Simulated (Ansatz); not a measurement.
**Mechanical response of TiAl (P4/mmm)**

```
CELL_PARAMETERS angstrom
2.76670 0.00000 0.00000
0.00000 2.76670 0.00000
0.00000 0.00000 4.00006
ATOMIC_POSITIONS crystal
Ti 0.00000 0.00000 0.00000
Al 0.50000 0.50000 0.50000
```

The conventional cell has a = 2.767 Å, b = 2.767 Å, c = 4.000 Å, α = 90.00°, β = 90.00°, γ = 90.00°. Ti (atom 1) is surrounded by 4 Ti at 2.77 Å and 8 Al at 2.80 Å. Al (atom 2) is surrounded by 4 Al at 2.77 Å and 8 Ti at 2.80 Å.

Unless marked otherwise, the numbers come from LDA, PAW on Ansatz 0.2.0's default frozen-core files (fitted under PBE), scalar-relativistic. k mesh 16×16×12, Fermi-Dirac smearing of 0.080 eV, cutoff 420 eV. The cell was relaxed by PAW under this functional, which moved its volume by -6 % from the database entry's.

The cell is tetragonal and carries a residual pressure of -0.03 GPa at this level. Each strain component that symmetry leaves independent is applied at ±0.005 and ±0.01, the ions relax wherever a strain frees them, and the stress (tension positive, GPa) is read. Shears are engineering strains, γ = 2ε.

| strain | size | σxx | σyy | σzz | σyz | σxz | σxy |
| --- | --- | --- | --- | --- | --- | --- | --- |
| xx | -0.01 | -2.1759 | -0.6545 | -1.0017 | 0.0000 | 0.0000 | 0.0000 |
| xx | -0.005 | -1.0509 | -0.3051 | -0.4895 | 0.0000 | 0.0000 | 0.0000 |
| xx | +0.005 | 1.0890 | 0.3731 | 0.4997 | 0.0000 | 0.0000 | 0.0000 |
| xx | +0.01 | 2.1050 | 0.7029 | 0.9776 | 0.0000 | 0.0000 | 0.0000 |
| zz | -0.01 | -0.9892 | -0.9892 | -1.8224 | 0.0000 | 0.0000 | 0.0000 |
| zz | -0.005 | -0.4662 | -0.4662 | -0.9048 | 0.0000 | 0.0000 | 0.0000 |
| zz | +0.005 | 0.5229 | 0.5229 | 0.9197 | 0.0000 | 0.0000 | 0.0000 |
| zz | +0.01 | 0.9917 | 0.9917 | 1.8200 | 0.0000 | 0.0000 | 0.0000 |
| yz | -0.01 | 0.0223 | 0.0258 | -0.0091 | -1.2524 | 0.0000 | 0.0000 |
| yz | -0.005 | 0.0336 | 0.0345 | 0.0058 | -0.6262 | 0.0000 | 0.0000 |
| yz | +0.005 | 0.0336 | 0.0345 | 0.0058 | 0.6262 | 0.0000 | 0.0000 |
| yz | +0.01 | 0.0223 | 0.0258 | -0.0091 | 1.2524 | 0.0000 | 0.0000 |
| xy | -0.01 | 0.0459 | 0.0459 | -0.0128 | 0.0000 | 0.0000 | -0.3935 |
| xy | -0.005 | 0.0395 | 0.0395 | 0.0048 | 0.0000 | 0.0000 | -0.1969 |
| xy | +0.005 | 0.0395 | 0.0395 | 0.0048 | 0.0000 | 0.0000 | 0.1969 |
| xy | +0.01 | 0.0459 | 0.0459 | -0.0128 | 0.0000 | 0.0000 | 0.3935 |

The slope is [8(σ(+δ) − σ(−δ)) − (σ(+2δ) − σ(−2δ))]/(12δ), and the program imposes the crystal's symmetry on the matrix.

**Question.** What are the independent elastic constants?

**Answer.** C11 = 214.0, C12 = 67.8, C13 = 98.9, C33 = 182.6, C44 = 125.3, C66 = 39.4 GPa.

**Question.** Is the crystal stable against homogeneous strain?

**Answer.** The least eigenvalue of the 6×6 matrix is 39.4 GPa, so yes.

**Question.** What moduli does a random aggregate of grains have?

**Answer.** Voigt and Reuss bounds: B from 126.9 to 126.9 and G from 63.4 to 81.0 GPa; their means are B = 126.9 and G = 72.2 GPa. Then E = 9BG/(3B + G) = 182.0 GPa, ν = (3B − 2G)/(6B + 2G) = 0.261 and B/G = 1.76, on the ductile side of Pugh's 1.75 (a rule of thumb).

**Question.** With the density of 4.059 g/cm³, how fast does sound travel, and what Debye temperature follows?

**Answer.** 

| direction | slow (m/s) | middle (m/s) | fast (m/s) |
| --- | --- | --- | --- |
| x | 3116 | 5555 | 7260 |
| y | 3116 | 5555 | 7260 |
| z | 5555 | 5555 | 6706 |

The mean of v⁻³ over directions and branches gives v_m = 4578 m/s and θ_D = (ħ/k_B) v_m (6π²n)^(1/3) = 549 K, n being atoms per volume. Young's modulus spans 109 to 244 GPa over directions, and the universal anisotropy index is 1.39.

**Question.** How do the constants change if the ions are clamped to the homogeneous strain?

**Answer.** None moves by more than 0.3 GPa: by symmetry a homogeneous strain puts no force on these sites.

Caveats: frozen-core PAW files fitted under PBE, their cores solved anew for the functional of the run; responses of metals move with mesh and smearing.
